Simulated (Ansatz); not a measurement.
PtS2:
```xyz
3
Lattice="3.5768 0.0000 0.0000 -1.7884 3.0976 0.0000 0.0000 0.0000 6.4661" Properties=species:S:1:pos:R:3 pbc="T T T"
Pt     0.0000     0.0000     0.0000
S      1.7884     1.0325     5.2386
S      0.0000     2.0650     1.2275
```

Relaxed with PBE. Special points in fractions of this cell's reciprocal vectors: Γ (0.000, 0.000, 0.000); M (0.500, 0.000, 0.000); K (0.333, 0.333, 0.000); A (0.000, 0.000, 0.500); L (0.500, 0.000, 0.500); H (0.333, 0.333, 0.500).

Question: List the band energies nearest the valence-band maximum at these points for PBE in the plane-wave PAW code Ansatz.

Answer: In eV from the valence-band maximum; about four levels below and three above (degenerate sets whole), none deeper than 8.9 eV; points with the same levels are listed once.

| k | below | above |
|---|---|---|
| Γ | -1.05 -0.42 -0.42 -0.42 | 3.03 3.03 5.29 |
| M | -2.24 -2.17 -1.79 -1.65 | 2.56 2.87 5.50 |
| K | -2.59 -2.31 -0.82 -0.82 | 1.88 1.88 6.41 |
| A | -1.14 -0.78 -0.43 -0.43 | 3.07 3.07 5.84 |
| L | -2.26 -2.14 -1.85 -1.36 | 2.69 2.79 5.31 |
| H | -2.59 -2.41 -0.90 -0.90 | 2.13 2.13 6.99 |

Space group P-3m1 (CdI2 type). The cell was relaxed with PBE under the symmetry of its start. The run is not spin-polarised. The volume lies over 15 % above that of the usual cell of this phase: another minimum, or an error of the functional. A crystal of weakly bound layers computed without a dispersion correction: the cell and the soft elastic constants depend strongly on that. Scalar-relativistic: spin–orbit coupling is off unless named, which matters more the heavier the elements.

Potentials: the earlier of the program's two PAW sets.
